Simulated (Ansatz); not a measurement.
According to plane-wave PAW r²SCAN (Ansatz code), AlPt in the rock salt structure (Fm-3m) relaxes to a = 5.095 Å. Pt has 6 nearest neighbours from 2.55 Å (octahedral); Al has 6 nearest neighbours from 2.55 Å (octahedral). Against the elements it lies at -0.62 eV/atom, with no fitted shifts.

Electronic character: metallic (no gap). Gap from r²SCAN with spin–orbit coupling: none (metallic).

An equation-of-state fit gives a bulk modulus of 147 GPa. The relaxed-ion elastic constants in GPa are C11 = 278, C12 = 81.3, C44 = 4.5. Bader charges are Pt -2.01, Al +2.01 e.

The start of the workflow was typed in or built on a structure type; neither database checked (COD, Materials Project) lists it. Whether it is the stable phase at ambient conditions was not checked. The r²SCAN relaxation kept the symmetry of its start; whether a distortion lowers the energy is not shown. The run is not spin-polarised. As this level gives no gap, shear constants depend on the k-mesh and smearing (Fermi–Dirac, 0.1 eV here). The references are the lowest solids computed at this level, not always the standard phases. Scalar-relativistic: spin–orbit coupling is off unless named, which matters more the heavier the elements.

Potentials: the earlier of the program's two PAW sets.
